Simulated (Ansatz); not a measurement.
Input and steps of a relaxation of cell and atoms on Ga4AsP3 as one 8-atom ordering (Pmm2) on the zincblende lattice (Ansatz 0.2.0, r2SCAN). The starting cell comes from a relaxation with PBE.

```yaml
crystal:
  lattice:
    - [3.9364944014, 0.0, 0.0]
    - [0.0, 7.8703438964, 0.0]
    - [0.0, 0.0, 5.5594865321]
  atoms:
    - { symbol: P, position: [0.0, 0.2460602512, -7.9042e-06] }
    - { symbol: Ga, position: [0.5, 0.2429491419, 0.7545525844] }
    - { symbol: P, position: [0.5, 0.0, 0.4999074852] }
    - { symbol: Ga, position: [0.0, 0.0, 0.2541259789] }
    - { symbol: P, position: [0.0, 0.7539397488, -7.9042e-06] }
    - { symbol: Ga, position: [0.5, 0.7570508581, 0.7545525844] }
    - { symbol: As, position: [0.5, 0.5, 0.5001854573] }
    - { symbol: Ga, position: [0.0, 0.5, 0.2366917182] }
kpoints:
  mp_grid: { grid: [6, 4, 4] }
hamiltonian:
  xc: r2scan
scf:
  occupations: { method: fermi_dirac, width: 0.02 }
relax:
  f_tol: 0.005
  cell: {}
```

The trajectory has 5 recorded frames, each with positions in Å and forces in eV/Å. The last, and any step after a large change of cell, is solved on a basis re-selected at its cell; pressure is positive in compression.

Step 1: energy 0.0 meV/atom from step 1, largest force component 0.058 eV/Å, pressure -2.54 GPa
```xyz
8
Lattice="3.9365 0.0000 0.0000 0.0000 7.8703 0.0000 0.0000 0.0000 5.5595" Properties=species:S:1:pos:R:3:forces:R:3 pbc="T T T"
P     0.0000    1.9366    0.0000    0.0000    0.0055    0.0004
Ga    1.9682    1.9121    4.1949    0.0000    0.0284   -0.0261
P     1.9682    0.0000    2.7792    0.0000    0.0000    0.0149
Ga    0.0000    0.0000    1.4128    0.0000    0.0000   -0.0058
P     0.0000    5.9338    0.0000    0.0000   -0.0055    0.0004
Ga    1.9682    5.9583    4.1949    0.0000   -0.0284   -0.0261
As    1.9682    3.9352    2.7808    0.0000    0.0000   -0.0158
Ga    0.0000    3.9352    1.3159    0.0000    0.0000    0.0581
```

Step 2: energy -5.6 meV/atom from step 1, largest force component 0.053 eV/Å, pressure -0.41 GPa
```xyz
8
Lattice="3.9002 0.0000 0.0000 0.0000 7.7980 0.0000 0.0000 0.0000 5.5095" Properties=species:S:1:pos:R:3:forces:R:3 pbc="T T T"
P     0.0000    1.9224   -0.0001    0.0000   -0.0023    0.0009
Ga    1.9501    1.9006    4.1536    0.0000   -0.0299    0.0320
P     1.9501    0.0000    2.7542    0.0000    0.0000    0.0034
Ga    0.0000    0.0000    1.3981    0.0000    0.0000   -0.0110
P     0.0000    5.8755   -0.0001    0.0000    0.0023    0.0009
Ga    1.9501    5.8974    4.1536    0.0000    0.0299    0.0320
As    1.9501    3.8990    2.7561    0.0000    0.0000   -0.0048
Ga    0.0000    3.8990    1.3131    0.0000    0.0000   -0.0534
```

Step 3: energy -5.8 meV/atom from step 1, largest force component 0.014 eV/Å, pressure +0.03 GPa
```xyz
8
Lattice="3.8933 0.0000 0.0000 0.0000 7.7842 0.0000 0.0000 0.0000 5.4997" Properties=species:S:1:pos:R:3:forces:R:3 pbc="T T T"
P     0.0000    1.9168    0.0000    0.0000    0.0062   -0.0006
Ga    1.9466    1.8948    4.1492    0.0000   -0.0014   -0.0125
P     1.9466    0.0000    2.7499    0.0000    0.0000   -0.0022
Ga    0.0000    0.0000    1.3961    0.0000    0.0000    0.0145
P     0.0000    5.8674    0.0000    0.0000   -0.0062   -0.0006
Ga    1.9466    5.8894    4.1492    0.0000    0.0014   -0.0125
As    1.9466    3.8921    2.7502    0.0000    0.0000    0.0031
Ga    0.0000    3.8921    1.3043    0.0000    0.0000    0.0108
```

Step 4: energy -5.8 meV/atom from step 1, largest force component 0.002 eV/Å, pressure 0.00 GPa
```xyz
8
Lattice="3.8936 0.0000 0.0000 0.0000 7.7851 0.0000 0.0000 0.0000 5.5003" Properties=species:S:1:pos:R:3:forces:R:3 pbc="T T T"
P     0.0000    1.9176    0.0000    0.0000   -0.0008   -0.0001
Ga    1.9468    1.8948    4.1488    0.0000   -0.0001    0.0016
P     1.9468    0.0000    2.7497    0.0000    0.0000    0.0013
Ga    0.0000    0.0000    1.3966    0.0000    0.0000   -0.0017
P     0.0000    5.8675    0.0000    0.0000    0.0008   -0.0001
Ga    1.9468    5.8904    4.1488    0.0000    0.0001    0.0016
As    1.9468    3.8926    2.7512    0.0000    0.0000   -0.0018
Ga    0.0000    3.8926    1.3059    0.0000    0.0000   -0.0009
```

Step 5: energy -5.7 meV/atom from step 1, largest force component 0.002 eV/Å, pressure 0.00 GPa
```xyz
8
Lattice="3.8936 0.0000 0.0000 0.0000 7.7851 0.0000 0.0000 0.0000 5.5003" Properties=species:S:1:pos:R:3:forces:R:3 pbc="T T T"
P     0.0000    1.9176    0.0000    0.0000   -0.0008   -0.0001
Ga    1.9468    1.8948    4.1488    0.0000    0.0000    0.0016
P     1.9468    0.0000    2.7497    0.0000    0.0000    0.0013
Ga    0.0000    0.0000    1.3966    0.0000    0.0000   -0.0017
P     0.0000    5.8675    0.0000    0.0000    0.0008   -0.0001
Ga    1.9468    5.8904    4.1488    0.0000    0.0000    0.0016
As    1.9468    3.8926    2.7512    0.0000    0.0000   -0.0018
Ga    0.0000    3.8926    1.3059    0.0000    0.0000   -0.0008
```

The walk took 4 steps and changed the volume by -3.2 %. The last SCF, on a fresh basis, lies 5.7 meV an atom below the first. At the end: space group Pmm2 (No. 25), orthorhombic; conventional cell a = 3.894 Å, b = 7.785 Å, c = 5.500 Å, 20.84 Å³ an atom. Around P lie 4 Ga at 2.37 Å; around Ga lie 3 P at 2.36–2.37 Å and 1 As at 2.44 Å; around P lie 4 Ga at 2.36–2.37 Å; around Ga lie 4 P at 2.37 Å; around As lie 4 Ga at 2.42–2.44 Å; around Ga lie 2 P at 2.37 Å and 2 As at 2.42 Å.

Run as `ansatz run input.yaml --threads 4 --pin off --max-ram 6451MiB --backend cpu --events-out ev --progress --plain --runs-dir out`.

Task: It ran on 4 threads of Intel(R) Xeon(R) Processor @ 2.50GHz (Skylake/Cascade Lake) (shared host), load about 0.7 per core. About how long did it take, and what peak of host memory did it reach?

Result: About 120 s, with a peak of 0.96 GiB.

All values are calculated for a non-magnetic cell, which may be hypothetical.
